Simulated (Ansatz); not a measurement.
## Property card for GeTePb2Se2

GeTePb₂Se₂:
```
GeTePb2Se2
1.0
    4.28806     0.00000     0.00000
   -2.14403     3.71357     0.00000
    0.00000     0.00000    10.89523
Ge Te Pb Se
1 1 2 2
Direct
  0.00000   0.00000   0.00189
  0.66667   0.33333   0.86519
  0.66667   0.33333   0.31074
  0.33333   0.66667   0.65023
  0.33333   0.66667   0.16600
  0.00000   0.00000   0.50594
```

Space group P3m1 (No. 156); conventional cell a = b = 4.2881 Å, c = 10.8952 Å, α = β = 90.00°, γ = 120.00°.

Method: the program Ansatz at the r²SCAN+D4 level (PAW). Geometry: relaxed at this level of theory. Other levels are named where they apply.

**Cell and energy**

| Quantity | Result |
|---|---|
| Volume per atom | 28.92 Å³ |
| Density | 7.39 g/cm³ |
| Formation energy from the elements (no fitted shifts) | -0.43 eV/atom |

**Electronic structure**

| Property | Result |
|---|---|
| Band gap | 0.85 eV (direct) |
| Valence-band maximum | at L |
| Conduction-band minimum | at L (3 equivalent valleys) |
| Electron effective mass | 0.15, 0.18, 0.30 mₑ (principal values) |
| Hole effective mass | 0.11, 0.17, 0.43 mₑ (principal values) |
| HSE06 gap on the r²SCAN+D4 cell | 0.99 eV |

**Mechanics**

| Item | Value |
|---|---|
| Elastic constants (relaxed ions, GPa) | C11 = 78.6, C12 = 22.8, C13 = 23.4, C14 = -8.4, C33 = 40.1, C44 = 14.9 |
| Mechanical stability | stable (all eigenvalues of C positive) |
| Hill bulk and shear moduli | 35.6 and 17.8 GPa |
| Young's modulus | 45.7 GPa |
| Poisson's ratio | 0.29 |
| Debye temperature from the elastic constants | 168 K |
| Piezoelectric stress constants (proper, relaxed ions, C/m²) | e15 = e24 = -5.49, e16 = e21 = 1.69, e22 = -1.69, e31 = e32 = -0.88, e33 = -3.26 |

**Phonons**

| Property | Result |
|---|---|
| Highest zone-centre frequency (without LO–TO term) | 167 cm⁻¹ |
| Zone-centre stability | no imaginary mode at Γ |

The workflow started from a Materials Project entry (that database holds measured and hypothetical structures alike); the Crystallography Open Database copy checked does not list it. Its standing as an ambient phase is unchecked. The r²SCAN+D4 relaxation kept the symmetry of its start. Signs of piezoelectric constants follow the polarity of the cell as given. The references are the lowest solids computed at this level, not always the standard phases. Spin–orbit coupling is left out wherever it is not named.

Potentials: the later of the program's two PAW sets.
